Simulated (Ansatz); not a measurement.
Te$_{3}$As$_{2}$:
```yaml
crystal:
  lattice:
    - [7.51507, 2.01551, 0.00000]
    - [-7.51507, 2.01551, 0.00000]
    - [-0.72812, 0.00000, 10.15306]
  atoms:
    - { symbol: Te, position: [0.04043, 0.95957, 0.28875] }
    - { symbol: Te, position: [0.95957, 0.04043, 0.71125] }
    - { symbol: Te, position: [0.77749, 0.22251, 0.33233] }
    - { symbol: Te, position: [0.22251, 0.77749, 0.66767] }
    - { symbol: Te, position: [0.36804, 0.63196, 0.02832] }
    - { symbol: Te, position: [0.63196, 0.36804, 0.97168] }
    - { symbol: As, position: [0.62128, 0.37872, 0.43325] }
    - { symbol: As, position: [0.37872, 0.62128, 0.56675] }
    - { symbol: As, position: [0.20739, 0.79261, 0.14084] }
    - { symbol: As, position: [0.79261, 0.20739, 0.85916] }
```

Relaxed with r²SCAN. Special points in fractions of this cell's reciprocal vectors: Γ (0.000, 0.000, 0.000); C (0.268, 0.268, 0.000); C2 (-0.268, 0.732, 0.000); Y2 (-0.500, 0.500, 0.000); M2 (-0.500, 0.500, 0.500); D (-0.266, 0.734, 0.500); D2 (0.266, 0.266, 0.500); A (0.000, 0.000, 0.500); L2 (0.000, 0.500, 0.500); V2 (0.000, 0.500, 0.000).

Q: List the band energies nearest the valence-band maximum at these points for r²SCAN (plane waves, PAW; program Ansatz).

A: In eV from the valence-band maximum; about four levels below and three above (degenerate sets whole), none deeper than 8.9 eV; points with the same levels are listed once.

| k | below | above |
|---|---|---|
| Γ | -0.68 -0.61 -0.59 -0.53 | 1.02 1.36 1.85 |
| C | -1.31 -1.22 -1.15 -0.47 | 0.93 1.88 2.22 |
| Y2 | -0.79 -0.75 -0.61 -0.54 | 0.70 0.81 1.65 |
| M2 | -0.67 -0.54 -0.29 -0.22 | 0.54 0.62 1.17 |
| D | -1.12 -1.01 -0.83 -0.78 | 1.21 1.26 1.54 |
| A | -0.61 -0.53 -0.33 -0.26 | 0.72 0.76 1.29 |
| L2 | -1.21 -1.01 -0.90 -0.48 | 1.15 1.24 1.72 |
| V2 | -1.35 -1.20 -0.90 -0.74 | 1.19 1.66 1.93 |

Space group C2/m. The workflow started from a Materials Project entry (that database holds measured and hypothetical structures alike); the Crystallography Open Database files this formula in space group No. 12, but the cells were not matched. Its standing as an ambient phase is unchecked. The r²SCAN relaxation kept the symmetry of its start; whether a distortion lowers the energy is not shown. A crystal of weakly bound chains computed without a dispersion correction: the cell and the soft elastic constants depend strongly on that. Spin–orbit coupling is left out wherever it is not named.

Potentials: the earlier of the program's two PAW sets.
